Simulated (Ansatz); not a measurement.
## Moving the choice of potentials or basis in CdF2

The structure is cubic, space group Fm-3m (No. 225). The conventional cell has a = 5.388 Å, b = 5.388 Å, c = 5.388 Å, α = 90.00°, β = 90.00°, γ = 90.00°. Cd (site symmetry m-3m) has 8 F at 2.33 Å as nearest neighbours. F (site symmetry -43m) is surrounded by 4 Cd at 2.33 Å.

Kept alike: task band structure; functional PBEsol; k mesh 9 × 9 × 9; occupations fermi-dirac, width 0.05 eV; no spin polarisation. Program: Ansatz. Cutoffs run from 420 to 1633 eV. The mesh is that of the run's cell of 3 atoms. No spin-orbit coupling.

| choice of potentials or basis | band gap (eV) |
| --- | --- |
| Ansatz PAW (files of its older set among them) (made for PBE) | 2.929 |
| Ansatz PAW (made for PBE) | 2.936 |
| PseudoDojo standard (PBEsol files) | 2.955 |
| PseudoDojo stringent (PBEsol files) | 2.956 |

Gaps are the smaller of the mesh's and the band path's.

Q: What does the choice of potentials or basis change here?

A: The band gap runs from 2.929 (Ansatz PAW (files of its older set among them) (made for PBE)) to 2.956 eV (PseudoDojo stringent (PBEsol files)).
